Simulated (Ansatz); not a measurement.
Ca$_{6}$Zn$_{2}$I$_{6}$O, a known structure type with other elements, at an estimated volume

```
CELL_PARAMETERS angstrom
5.48143 3.16471 3.77804
-5.48143 3.16471 3.77804
0.00000 -6.32941 3.77805
ATOMIC_POSITIONS crystal
Zn 0.37701 0.37701 0.37701
Zn 0.62299 0.62299 0.62299
Ca 0.20450 0.35709 0.89291
Ca 0.89291 0.20450 0.35709
Ca 0.35709 0.89291 0.20450
Ca 0.79550 0.64291 0.10709
Ca 0.10709 0.79550 0.64291
Ca 0.64291 0.10709 0.79550
I 0.53550 0.28180 0.15680
I 0.15680 0.53550 0.28180
I 0.28180 0.15680 0.53550
I 0.46450 0.71820 0.84320
I 0.84320 0.46450 0.71820
I 0.71820 0.84320 0.46450
O 0.00000 0.00000 0.00000
```

Level: PBEsol, no spin polarisation; 420 eV; 5×5×5 Γ-centred mesh; fermi-dirac occupations (width 0.1 eV); Ansatz 0.2.0, fixed geometry.

Q: What is the formation energy?

A: -0.09 eV an atom against the elements' usual phases (free molecules for gases, crystals otherwise, with no correction for O₂ or N₂), so it is bound against them; other compounds may still compete. Relaxing would lower it.

Q: Give the Bader charges.

A: Bader charges in e: Ca +1.20, Zn +0.15, I -1.00, O -1.50. In the mean Ca gives up most and O takes most.

Q: Is the cell too large or too small?

A: The pressure is 10.7 GPa (compression positive), so with the atoms held at these fractions the cell would first expand; the forces are large, so a full relaxation may end otherwise. The principal stresses 0.7, 15.7, 15.7 GPa differ, so its shape would change too.

Q: Where is the largest force?

A: The largest is on I10 (and as large on other atoms): 5.74 eV/Å, components (-5.53, 0.92, -1.24). It makes 176° with the line to a nearest neighbour, Zn1 at 2.20 Å, pointing away from it.

Q: Is there a gap?

A: It is a metal, with about 11 states/eV a cell as the mean within 0.25 eV of the Fermi level.

Q: What do density and ELF say about some of the short contacts?

A: Zn–I at 2.20 Å: least valence density 0.77 e/Å³ and ELF 0.43 there. Ca–I at 3.02 Å: least valence density 0.16 e/Å³ and ELF 0.07 there. Ca–O at 3.11 Å: least valence density 0.07 e/Å³ and ELF 0.05 there. These are pseudo-fields; inside the PAW spheres they differ from the all-electron ones.

Origin: a known structure type with other elements, at an estimated volume, so it need not be a known compound. Caveats: many states at the Fermi level without spin polarisation, so a magnetic state may lie lower; atoms or cell far from equilibrium.
